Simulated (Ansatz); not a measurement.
LuB₂Os₃ in space group P6/mmm (No. 191; B on 2c, Os on 3g, Lu on 1a), plane-wave PAW PBE (Ansatz code), all energies at zero smearing, with the estimated change up to a 700 eV cutoff added, with one set of potentials and settings (totals compare only within such a set). Cell of 6 atoms (2 B, 3 Os, 1 Lu): -49199.799 eV.

```tsv
element	reference phase	E (eV/atom)
B	R-3m, 12 atoms in the cell	-155.9161
Os	P6_3/mmc, 2 atoms in the cell	-11384.5491
Lu	P6_3/mmc, 2 atoms in the cell	-14732.4262
```

Formation energy per atom, worked out: (-49199.799 − 2×(-155.9161) − 3×(-11384.5491) − 1×(-14732.4262))/6 = -0.316 eV/atom (-30 kJ per mol of atoms), at 0 K, without zero-point energy or fitted corrections.

The workflow started from an entry of the Crystallography Open Database (COD). Its standing as an ambient phase is unchecked. The cell was relaxed with PBE under the symmetry of its start; its stability against distortions is not shown here. The run is not spin-polarised. The references are the lowest solids computed at this level, not always the standard phases. Spin–orbit coupling is left out wherever it is not named.

Potentials: the later of the program's two PAW sets.
